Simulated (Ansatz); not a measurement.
## SiO₂: field gradients at two levels of theory

Cell: an entry of the Crystallography Open Database (COD) (the cell was measured well above room temperature), its atoms then relaxed with PBE in this cell.

```cif
data_SiO2
_symmetry_space_group_name_H-M 'P4_12_12'
_symmetry_Int_Tables_number 92
_cell_length_a 4.9890
_cell_length_b 4.9890
_cell_length_c 6.9910
_cell_angle_alpha 90.000
_cell_angle_beta 90.000
_cell_angle_gamma 90.000
loop_
_atom_site_label
_atom_site_type_symbol
_atom_site_symmetry_multiplicity
_atom_site_Wyckoff_symbol
_atom_site_fract_x
_atom_site_fract_y
_atom_site_fract_z
Si Si 4 a 0.3028 0.3028 0.0000
O O 8 b 0.2377 0.1119 0.1826
```

One atom of each set is listed.

First run. Computed with Ansatz: DFT, PBE, plane waves and PAW, scalar-relativistic, 420 eV cutoff, Γ-centred 4×4×3 k-points, Fermi–Dirac smearing 0.02 eV.

| site | V_zz (10²¹ V/m²) | η |
| --- | --- | --- |
| Si | -0.39 | 0.70 |
| O | 9.54 | 0.18 |

Second run. The same atoms and settings, except that the functional is r2SCAN and the cutoff is 500 eV.

Q: What does the second run give?

A: 

| site | V_zz | η | change of V_zz |
| --- | --- | --- | --- |
| Si | -0.39 | 0.65 | 0.00 |
| O | 9.42 | 0.17 | -0.12 |

The largest change of V_zz is on O, from 9.54 to 9.42. In per cent, |V_zz| changes by -1 on O (all sites that start above 0.5).

For the second run: The largest force is 0.3 eV/Å, so the atoms aren't at the calculated equilibrium and relaxing them would move these values.
